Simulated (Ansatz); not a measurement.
Nb₅Si₃ in space group I4/mcm (No. 140; Nb on 16l, Nb on 4c, Si on 8h, Si on 4a) at seven volumes, r²SCAN in the plane-wave PAW code Ansatz, shape and atoms relaxed at each. One row is withheld.

```tsv
V (Å³/atom)	P (GPa)
14.655	23.39
15.138	14.37
15.621	6.63
16.105	0.00
16.588	-5.67
17.071	?
17.554	-14.63
```

Problem. Fit the shown pressures and predict the withheld one.

Solution. P = (3/2)B₀(x^(7/2) − x^(5/2))[1 + (3/4)(B′ − 4)(x − 1)] with x = (V₀/V)^(2/3). Least squares on the six rows gives V₀ = 16.105 Å³/atom, B₀ = 203 GPa, B′ = 4.19. At V = 17.071, x = 0.9619 and P = -10.47 GPa. The run itself gave -10.50 GPa.

The first step of the workflow began from a Materials Project structure, measured or hypothetical; the Crystallography Open Database files this formula in space group No. 140, but the cells were not matched. Whether it is the stable phase at ambient conditions was not checked. Symmetry was held in the r²SCAN relaxation; whether a distortion lowers the energy is not shown. No spin polarisation was allowed.

Potentials: the later of the program's two PAW sets.
